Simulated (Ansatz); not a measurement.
**Sb as a host for H**

These are results of Ansatz 0.2.0, DFT r2SCAN, scalar-relativistic, plane waves, PAW, not measurements.

Plane waves to 500 eV, a k mesh through Γ of 12×12×12 on the computed 2-atom cell and Gaussian smearing (0.10 eV); no spin polarisation for the host; each changed cell takes a mesh and smearing chosen by its own gap and starts from the host's moments or customary ones, or runs without spin. Cells and atoms are relaxed to the nearest stationary point that keeps the symmetry of their start (forces under 0.02 to 0.04 eV/Å, stress under 0.1 to 0.2 GPa); energies are at zero smearing, without zero-point or thermal terms.

Relaxed host (gap on the mesh 0 eV):

```yaml
crystal:
  lattice:
    - [2.17063, 1.25321, 3.86821]
    - [-2.17063, 1.25321, 3.86821]
    - [0.00000, -2.50643, 3.86821]
  atoms:
    - { symbol: Sb, position: [0.23137, 0.23137, 0.23137] }
    - { symbol: Sb, position: [0.76863, 0.76863, 0.76863] }
```

Cases: (1) 1 H in a 1×1×1 repeat of the cell, at (0.000 0.000 0.000) in fractions of that repeat, 2.68 Å from the nearest atom of the relaxed host; (2) 1 H in a 1×1×1 repeat of the cell, at (0.500 0.500 0.500) in fractions of that repeat, 2.62 Å from the nearest atom of the relaxed host; (3) 1 H in a 2×2×1 repeat of the cell, at (0.000 0.000 0.000) in fractions of that repeat, 2.68 Å from the nearest atom of the relaxed host; (4) 1 H in a 2×2×1 repeat of the cell, at (0.250 0.250 0.500) in fractions of that repeat, 2.62 Å from the nearest atom of the relaxed host.

Question: Give the energy per H taken from half an H2 molecule (negative: uptake is favourable), the swelling and the final surroundings.

Answer:
```tsv
case	formula	energy per H (eV)	ΔV (%)	principal strains (%)	nearest host atoms of the first H
1	Sb2H	1.91	+1.3	+17.5 -7.2 -7.2	6 (Sb) from 2.71 Å
2	Sb2H	1.85	+8.9	+9.5 -0.3 -0.3	6 (Sb) from 2.60 Å
3	Sb8H	1.68	+3.8	+14.7 +1.8 -11.1	2 (Sb) from 2.05 Å
4	Sb8H	1.89	+2.0	+3.2 +0.5 -1.6	6 (Sb) from 2.51 Å
```

Each ion keeps what symmetry its start has, so a lower place off a symmetric site can be missed, above all for H.

Relaxed structure of case 3, the lowest per ion:

Space group C2/m (No. 12). a = 13.828 Å, b = 8.836 Å, c = 4.495 Å, α = 90.00°, β = 107.41°, γ = 90.00°
```json
{"atom": "Sb", "site": "4i", "symmetry": "m", "x": "0.5999", "y": "0.5000", "z": "0.4406"}
{"atom": "Sb", "site": "8j", "symmetry": "1", "x": "0.8563", "y": "0.2501", "z": "0.0722"}
{"atom": "Sb", "site": "4i", "symmetry": "m", "x": "0.1045", "y": "0.5000", "z": "0.4895"}
{"atom": "H", "site": "2a", "symmetry": "2/m", "x": "0.0000", "y": "0.0000", "z": "0.0000"}
```

Spin-orbit coupling is left out. In Sb8H a bond of the host changes by more than 0.6 Å or the volume by a third: the framework has rearranged or swollen or shrunk strongly, and the figure may no longer describe a topotactic step.

Cost: 5 runs of about 39 core-minutes in all, on AMD EPYC 7R13 Processor (Zen 3) (shared hosts).